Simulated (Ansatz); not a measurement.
## Fields on a plane of SnO (litharge type, space group P4/nmm)

```xyz
4
Lattice="3.8362 0.0000 0.0000 0.0000 3.8362 0.0000 0.0000 0.0000 4.7574" Properties=species:S:1:pos:R:3 pbc="T T T"
Sn     1.9181     0.0000     1.1581
Sn     0.0000     1.9181     3.5993
O      0.0000     0.0000     0.0000
O      1.9181     1.9181     0.0000
```

The slice is a (001) plane (indices of the conventional cell) through the point (0.500, 0.000, 0.243) (fractional), spanned by u = [100] and v = [010] in vectors of this cell: u (3.84 Å) and v (3.84 Å, at 90° to u). It covers one period; positions are fractions (u, v).

Atoms on it: Sn at (0.00, 0.00).

The numbers are results of PBE-D3(BJ) (plane waves to 420 eV, PAW, scalar-relativistic; Ansatz, a first-principles code), not measurements. k mesh 12×12×10. Inside the PAW spheres the values are not all-electron values, and peaks at nuclei hang on which shells count as valence. At this level the bands of SnO touch or barely overlap; measurements give the solid a gap. SnO was relaxed with its symmetry unable to fall. The PAW data are Ansatz's earlier set.

```
|xxxxxx11558888665566778899887766556688885511xxxx|
|xxxx002266998866555566778877665555668899662200xx|
|001122558899886655445555665555445566889988552211|
|445566889999775544333344444433334455779999886655|
|888899999977664433222222222222223344667799999988|
|888888887766553322111111111111112233556677888888|
|776666665544332211000000000000001122334455666666|
|555555554433221100000000000000000011223344555555|
|666655443322110000000000000000000000112233445566|
|777766553322110000000000000000000000112233556677|
|998877554422110000000000000000000000112244557788|
|999988664422110000000000000000000000112244668899|
|998877554422110000000000000000000000112244557788|
|777766553322110000000000000000000000112233556677|
|666655443322110000000000000000000000112233445566|
|555555554433221100000000000000000011223344555555|
|776666665544332211000000000000001122334455666666|
|888888887766553322111111111111112233556677888888|
|888899999977664433222222222222223344667799999988|
|445566889999775544333344444433334455779999886655|
|001122558899886655445555665555445566889988552211|
|xxxx002266998866555566778877665555668899662200xx|
|xxxxxx11558888665566778899887766556688885511xxxx|
|xxxxxx00448888775566779999997766557788884400xxxx|
```
Scale: ten equal steps from 0.02 (start of '0') to 0.30 (end of '9'), in the order '0123456789'. Values: electron localisation function (ELF). The map has 24 points along u (two characters each, u = 0 at the left) and 24 along v (v = 0 in the bottom row). Points within 0.4 Å of a nucleus are blanked (x), as the pseudised field means little there.

```
|xxxxxx  :*#%@%#*:  xxxxx|
|xxxxxx  -*%%@%%*-  xxxxx|
|xxxxx   =*%@@@%*=   xxxx|
|xxxx   :+#%@@@%#+:   xxx|
|xxx   .=*%@@@@@%*=.   xx|
|     .-+#%@@@@@%#+-.    |
|    :=+#%@@@@@@@%#+=:   |
|::-=+*#%%@@@@@@@%%#*+=-:|
|+***#%%@@@@@@@@@@@%%#***|
|##%%%@@@@@@@@@@@@@@@%%%#|
|%%%@@@@@@@@@@@@@@@@@@@%%|
|@@@@@@@@@@@@@@@@@@@@@@@@|
|%%%@@@@@@@@@@@@@@@@@@@%%|
|##%%%@@@@@@@@@@@@@@@%%%#|
|+***#%%@@@@@@@@@@@%%#***|
|::-=+*#%%@@@@@@@%%#*+=-:|
|    :=+#%@@@@@@@%#+=:   |
|     .-+#%@@@@@%#+-.    |
|xxx   .=*%@@@@@%*=.   xx|
|xxxx   :+#%@@@%#+:   xxx|
|xxxxx   =*%@@@%*=   xxxx|
|xxxxxx  -*%%@%%*-  xxxxx|
|xxxxxx  :*#%@%#*:  xxxxx|
|xxxxxx  :+#%@%#+:  xxxxx|
```
Scale: ten equal steps from -1.00 (start of ' ') to 7.14 (end of '@'), in the order ' .:-=+*#%@'. Values: electrostatic potential energy of an electron, from the cell's mean, in eV. The map has 24 points along u (one character each, u = 0 at the left) and 24 along v (v = 0 in the bottom row). Points within 0.9 Å of a nucleus are blanked (x), as the pseudised field means little there. Values under -1 eV are set to -1. The zero, the cell's mean, hangs on the PAW cores.
